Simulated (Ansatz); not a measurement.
Ba2YHO3 in space group Immm (No. 71; Pearson symbol oI14), plane-wave PAW r²SCAN (Ansatz code). The conduction-band minimum lies on the Γ–X line, 40 % of the way from Γ, with 2 equivalent valleys. Second derivatives d²E/dk² of the lowest band at one valley (eV·Å²), along Cartesian directions:

```json
[
 {"direction": "[100]", "d²E/dk²": "16.43"},
 {"direction": "[010]", "d²E/dk²": "14.66"},
 {"direction": "[001]", "d²E/dk²": "4.949"},
 {"direction": "[110]", "d²E/dk²": "15.54"},
 {"direction": "[101]", "d²E/dk²": "10.69"},
 {"direction": "[011]", "d²E/dk²": "9.804"}
]
```

**Question.** Find the principal effective masses, the density-of-states mass and the conductivity mass.

**Answer.** Off-diagonal terms follow from H_xy = H[110] − (H_xx + H_yy)/2, and m*/mₑ = 7.620 eV·Å² over each eigenvalue: 0.46, 0.52, 1.5. One valley's DOS mass (m₁m₂m₃)^(1/3) = 0.72, conductivity mass 3/(Σ 1/mᵢ) = 0.63 mₑ.

**Question.** What effective density of states Nc follows at 300 K for parabolic valleys?

**Answer.** Nc = 2.509e19 × 2 × (0.72)^(3/2) ≈ 3.1e19 cm⁻³.

The start of the workflow was typed in or built on a structure type; neither database checked (COD, Materials Project) lists it. Its standing as an ambient phase is unchecked. Symmetry was held in the r²SCAN relaxation; whether a distortion lowers the energy is not shown. No spin polarisation was allowed. Spin–orbit coupling is left out wherever it is not named.

Potentials: the earlier of the program's two PAW sets. The files were generated under PBE; for other functionals the program regenerates the frozen cores, and for LDA and PBEsol the local potential too.

Edges and masses are those of Kohn–Sham bands, whose gap is no quasiparticle gap.
